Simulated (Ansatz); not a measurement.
Input and output of a relaxation of cell and atoms on AlIn2N3 in the borrowed CeAl2Cu3 type (No. 65) (Ansatz, PBEsol). It starts from a supercell of the PBEsol minimum, slightly strained and with each coordinate displaced at random by about 0.1 Å.

input.yaml:
```yaml
crystal:
  lattice:
    - [2.9249143538, -4.4501705885, -0.0454144975]
    - [2.8956255399, 4.431267338, 0.0446105573]
    - [-0.0004642012, 0.0335490797, 3.3180837002]
  atoms:
    - { symbol: Al, position: [0.4949766183, 0.4749602113, 0.010073938] }
    - { symbol: In, position: [-0.0004645107, 0.4911827629, 0.4563818251] }
    - { symbol: In, position: [0.4888403889, -0.0008303244, 0.5051142655] }
    - { symbol: "N", position: [0.3040569011, 0.7248259906, -0.0470996457] }
    - { symbol: "N", position: [0.6879325475, 0.2720156389, -0.0081154199] }
    - { symbol: "N", position: [0.0152131902, -0.0125528366, 0.541689132] }
kpoints:
  mp_grid: { grid: [4, 4, 6] }
hamiltonian:
  xc: pbesol
scf:
  occupations: { method: fermi_dirac, width: 0.05 }
relax:
  f_tol: 0.01
  cell: {}
  max_steps: 120
```

Run as `ansatz run input.yaml --threads 2 --pin off --max-ram 2211MiB --backend cpu --events-out ev --progress --plain --runs-dir out`. It took 2.9 min on 2 threads of Arm Neoverse V1 (shared host); peak host memory 0.41 GiB.

Abridged output:
```
Pseudopotential: Al, paw, valence charge 3, recommended cutoff 420 eV (normal)
Pseudopotential: In, paw, valence charge 13, recommended cutoff 420 eV (normal)
Pseudopotential: N, paw, valence charge 5, recommended cutoff 420 eV (normal)
Functional definition: PBEsol
Crystal: 6 atoms, lattice volume = 85.754 Å³
Basis set: ecut = 420 eV, 1689 PW (Γ)
Bands: 28, of which v1, the nominal top of the filled ones, is band 22 counted from 1 (21 counted from 0)
Symmetry: 1 space group operations
Space group: P1 (ITA 1)
k-points: 52 of 96 (time reversal used)
SCF iter   1: HF=-12706.038720 eV  Δρ=1.56e-2  dr2=2.92e-1
preconditioner: auto → Kerker (q_TF=auto, 2.441 Å⁻¹)  [metal: Δε(μ)=0.044 eV  σ=0.050 eV  ℏωp=26.6 eV]
SCF iter   2: HF=-12706.002821 eV  Δρ=7.28e-3  dr2=7.29e-2
SCF iter   3: HF=-12705.993023 eV  Δρ=1.07e-3  dr2=1.22e-3
SCF iter   4: HF=-12705.992933 eV  Δρ=3.95e-4  dr2=2.34e-4
SCF iter   5: HF=-12705.992908 eV  Δρ=1.04e-4  dr2=1.59e-5
SCF iter   6: HF=-12705.992878 eV  Δρ=3.04e-5  dr2=1.80e-6
SCF iter   7: HF=-12705.992878 eV  Δρ=6.65e-6  dr2=8.85e-8
SCF 1 converged in 7 iterations: F = -12705.992878 eV  dr2 = 8.85e-8
relax step 1: F+E_penalty+E_count = -12705.99287754 eV  max|allowed force component| = 3.419e0 eV/Å  Δτ_max = 0.0000 Å  P = +1.845 GPa  Ω = 85.754 Å³
SCF 2 converged in 7 iterations: F = -12706.695103 eV  dr2 = 1.36e-7
relax step 2: F+E_penalty+E_count = -12706.69510275 eV  max|allowed force component| = 1.998e0 eV/Å  Δτ_max = 0.1950 Å  P = -1.642 GPa  Ω = 87.761 Å³
SCF 3 converged in 6 iterations: F = -12707.281483 eV  dr2 = 1.88e-7
relax step 3: F+E_penalty+E_count = -12707.28148270 eV  max|allowed force component| = 2.166e0 eV/Å  Δτ_max = 0.1953 Å  P = -0.754 GPa  Ω = 88.017 Å³
SCF 4 converged in 8 iterations: F = -12707.996291 eV  dr2 = 1.18e-7
relax step 4: F+E_penalty+E_count = -12707.99629090 eV  max|allowed force component| = 3.282e0 eV/Å  Δτ_max = 0.1965 Å  P = +0.580 GPa  Ω = 87.801 Å³
SCF 5 converged in 8 iterations: F = -12708.957585 eV  dr2 = 5.84e-7
relax step 5: F+E_penalty+E_count = -12708.95758498 eV  max|allowed force component| = 4.075e0 eV/Å  Δτ_max = 0.1961 Å  P = +0.544 GPa  Ω = 87.945 Å³
SCF 6 converged in 8 iterations: F = -12710.046948 eV  dr2 = 5.57e-7
relax step 6: F+E_penalty+E_count = -12710.04694807 eV  max|allowed force component| = 3.737e0 eV/Å  Δτ_max = 0.1958 Å  P = +0.517 GPa  Ω = 88.383 Å³
SCF 7 converged in 9 iterations: F = -12711.009528 eV  dr2 = 1.12e-7
relax step 7: F+E_penalty+E_count = -12711.00952762 eV  max|allowed force component| = 1.262e0 eV/Å  Δτ_max = 0.1952 Å  P = +1.807 GPa  Ω = 88.763 Å³
[…]
relax step 19: F+E_penalty+E_count = -12711.70466686 eV  max|allowed force component| = 2.055e-2 eV/Å  Δτ_max = 0.0059 Å  P = +0.003 GPa  Ω = 96.998 Å³
SCF 20 converged in 6 iterations: F = -12711.704499 eV  dr2 = 8.83e-9
relax step 20: F+E_penalty+E_count = -12711.70449942 eV  max|allowed force component| = 3.424e-2 eV/Å  Δτ_max = 0.0057 Å  P = -0.067 GPa  Ω = 97.062 Å³  (rejected)
SCF 21 converged in 9 iterations: F = -12711.704742 eV  dr2 = 1.25e-11
relax step 21: F+E_penalty+E_count = -12711.70474236 eV  max|allowed force component| = 4.005e-3 eV/Å  Δτ_max = 0.0021 Å  P = +0.013 GPa  Ω = 97.005 Å³
SCF 22 converged in 5 iterations: F = -12711.706226 eV  dr2 = 4.97e-11
relax step 22: F+E_penalty+E_count = -12711.70622636 eV  max|allowed force component| = 4.050e-3 eV/Å  Δτ_max = 0.0000 Å  P = +0.017 GPa  Ω = 97.005 Å³  (SCF on a basis re-selected at this cell)
SCF 23 converged in 6 iterations: F = -12711.706168 eV  dr2 = 1.72e-9
relax step 23: F+E_penalty+E_count = -12711.70616804 eV  max|allowed force component| = 8.019e-4 eV/Å  Δτ_max = 0.0013 Å  P = +0.004 GPa  Ω = 97.043 Å³
SCF 24 converged in 5 iterations: F = -12711.706239 eV  dr2 = 1.82e-11
relax step 24: F+E_penalty+E_count = -12711.70623877 eV  max|allowed force component| = 8.027e-4 eV/Å  Δτ_max = 0.0000 Å  P = +0.004 GPa  Ω = 97.043 Å³  (SCF on a basis re-selected at this cell)
Free energy (F): -12711.706239 eV
Internal energy: -12711.705873 eV  (E = F + TS)
E sigma→0 (E₀):  -12711.706056 eV
Entropy (-TS):   -0.000366 eV (-0.061 meV/atom)
Fermi energy:    7.127645 eV
--- Stress (GPa, compression-positive) ---
        0.002332       0.000140      -0.000029
        0.000140       0.010552      -0.004642
       -0.000029      -0.004659      -0.001367
  P = ⅓ Tr σ = 0.0038 GPa (0.038 kbar)
--- Relaxed structure (21 steps of the walk, 20 accepted, 3 SCFs on fresh bases) ---
  F+E_penalty+E_count = -12711.70623877 eV   max|allowed force component| = 8.027e-4 eV/Å
  cell:  # Å, volume = 97.0427 Å³
    - [3.158035, -4.651035, -0.117378]
    - [3.157277, 4.651546, 0.117144]
    - [0.000112, 0.089248, 3.305904]
  atoms:
    - { symbol: Al, position: [0.408341, 0.401515, -0.006994] }
    - { symbol: In, position: [-0.055163, 0.371967, 0.610974] }
    - { symbol: In, position: [0.378791, -0.061990, 0.375043] }
    - { symbol: N, position: [0.313414, 0.687924, -0.111014] }
    - { symbol: N, position: [0.694750, 0.306588, 0.097030] }
    - { symbol: N, position: [0.250423, 0.243597, 0.493006] }
```

The walk took 21 steps and changed the volume by +13.2 %. The last SCF, on a fresh basis, lies 952 meV an atom below the first. Final cell: it is monoclinic, C2 (No. 5); a = 9.306 Å, b = 6.315 Å, c = 3.307 Å, β = 93.0° in the conventional setting, 16.17 Å³ an atom. Around Al lie 4 N at 1.89–1.93 Å; around In lie 4 N at 2.11–2.36 Å; around N lie 1 Al at 1.89 Å and 3 In at 2.11–2.36 Å; around N lie 2 Al at 1.93 Å and 2 In at 2.15 Å.

Computed, not measured; no magnetism was allowed, and whether the structure is a known phase isn't checked.
